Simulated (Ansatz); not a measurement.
Which element?

Cell vectors (Å):

```
2.7728 0.0000 0.0000
0.0000 2.7728 0.0000
0.0000 0.0000 2.7728
```

```csv
atom,a,b,c
X,0.0000,0.0000,0.0000
Pd,0.5000,0.5000,0.5000
```

Theory: LDA, all-electron LAPW in Ansatz 0.2.0, scalar-relativistic. k mesh 14×14×14, fine mesh 20×20×20, Fermi-Dirac smearing of 0.080 eV, lines of 0.1 eV, Drude damping 0.03 eV.

Independent-particle optical response of a crystal from Kohn-Sham bands on the fine mesh with a Drude term, no local fields or excitons; Cartesian axes as in the cell vectors.

```
Fine mesh              : 20, 20, 20
Line width             : 0.1 eV
Drude damping          : 0.03 eV
Further gaussian width : 0.3 eV
```

| photon energy (eV) | dielectric imag xx |
| --- | --- |
| 0.8 | 29.81 |
| 1.6 | 9.96 |
| 2.4 | 11.5 |
| 3.2 | 9.15 |
| 4 | 6.94 |
| 4.8 | 5.48 |
| 5.6 | 5.02 |
| 6.4 | 5.55 |
| 7.2 | 4.08 |
| 8 | 3.76 |
| 8.8 | 4.37 |
| 9.6 | 3.9 |
| 10.4 | 4.35 |
| 11.2 | 4.47 |
| 12 | 5.34 |
| 12.8 | 4.04 |
| 13.6 | 2.42 |
| 14.4 | 1.89 |
| 15.2 | 1.96 |
| 16 | 1.97 |
| 16.8 | 2.03 |
| 17.6 | 1.65 |
| 18.4 | 1.49 |
| 19.2 | 1.77 |
| 20 | 1.51 |

Task: All X atoms are one element. Which one was computed?

Result: Be; the crystal is BePd (Pm-3m).

Known limits: these sums move with the mesh, by several per cent and more for small sheets; spectra summed at the mesh points alone.
